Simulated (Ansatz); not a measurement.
# Structure relaxation, AlN

The start is a relaxed AlN cell with every coordinate shifted by Gaussian noise of σ = 0.45 Å. The structure is fully relaxed (lattice and positions, P = 0) with PBEsol (plane waves to 420 eV, PAW, scalar-relativistic; Ansatz, a first-principles code). The first steps use a coarse 9×9×9 k-mesh.

Starting cell:
```
CELL_PARAMETERS angstrom
      0.00000     2.18868     2.18868
      2.18868     0.00000     2.18868
      2.18868     2.18868     0.00000
ATOMIC_POSITIONS crystal
  N  0.55614 0.67627 0.03540
  Al 0.81943 0.00477 0.16846
```

**Question.** What pressure does the first self-consistent step give?

**Answer.** +8.9 GPa (positive: the cell is compressed).

**Question.** By how much does the energy per atom fall from start to end?

**Answer.** 0.27 eV/atom.

**Question.** Is the parent structure recovered?

**Answer.** It relaxes back to the parent, F-43m (No. 216).

Final values are on a 13×13×13 k-mesh of the relaxed cell. No spin polarisation in the result.
